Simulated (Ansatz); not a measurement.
Starting structure of a cell relaxation (symmetry kept):

```
Al O
1.0
     2.38025    1.37424    4.33187
    -2.38025    1.37424    4.33187
     0.00000   -2.74848    4.33187
Al O
4 6
Direct
  0.35216 0.35216 0.35216
  0.14784 0.14784 0.14784
  0.64784 0.64784 0.64784
  0.85216 0.85216 0.85216
  0.55668 0.94332 0.25000
  0.25000 0.55668 0.94332
  0.94332 0.25000 0.55668
  0.44332 0.05668 0.75000
  0.75000 0.44332 0.05668
  0.05668 0.75000 0.44332
```

Theory: DFT PBE, scalar-relativistic, plane waves, PAW in Ansatz.

Cutoff 420 eV; k points 6×6×6 on the computed 10-atom cell (Γ-centred); Gaussian smearing, width 0.02 eV; no spin polarisation.

Problem. What does it relax to?

Solution. The volume goes up by 0.26 Å³/atom to 8.76 Å³/atom, and the energy falls by 5.8 meV/atom. Final structure:
```cif
data_structure
_symmetry_space_group_name_H-M 'R-3c:H'
_symmetry_Int_Tables_number 167
_cell_length_a 4.8087
_cell_length_b 4.8087
_cell_length_c 13.1235
_cell_angle_alpha 90.000
_cell_angle_beta 90.000
_cell_angle_gamma 120.000
_cell_volume 262.81
loop_
_atom_site_label
_atom_site_type_symbol
_atom_site_symmetry_multiplicity
_atom_site_Wyckoff_symbol
_atom_site_fract_x
_atom_site_fract_y
_atom_site_fract_z
_atom_site_occupancy
Al1 Al 12 c 0.66667 0.33333 0.18548 1
O1 O 18 e 0.63950 0.66667 0.41667 1
```